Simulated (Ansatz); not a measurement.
Sb:
```
CELL_PARAMETERS angstrom
      2.16099     1.24765     3.68793
     -2.16099     1.24765     3.68793
      0.00000    -2.49530     3.68793
ATOMIC_POSITIONS crystal
  Sb 0.26432 0.26432 0.26432
  Sb 0.73568 0.73568 0.73568
```

This is the PBEsol-relaxed structure. Tensor components refer to the Cartesian frame of this cell.

All from PBEsol in the plane-wave PAW code Ansatz, unless another level is named. Estimate the Debye temperature from the elastic constants.

208 K.

What about the elastic constants (relaxed ions, GPa)?

C11 = 92.5, C12 = 28.0, C13 = 27.5, C14 = -21.5, C33 = 48.7, C44 = 37.4.

Space group R-3m (A7 (α-As type)). The cell was relaxed with PBEsol under the symmetry of its start; of distortions, only those at the zone centre were tested. As this level gives no gap, shear constants depend on the k-mesh and smearing (Fermi–Dirac, 0.1 eV here). Scalar-relativistic: spin–orbit coupling is off unless named, which matters more the heavier the elements.

Potentials: the earlier of the program's two PAW sets.
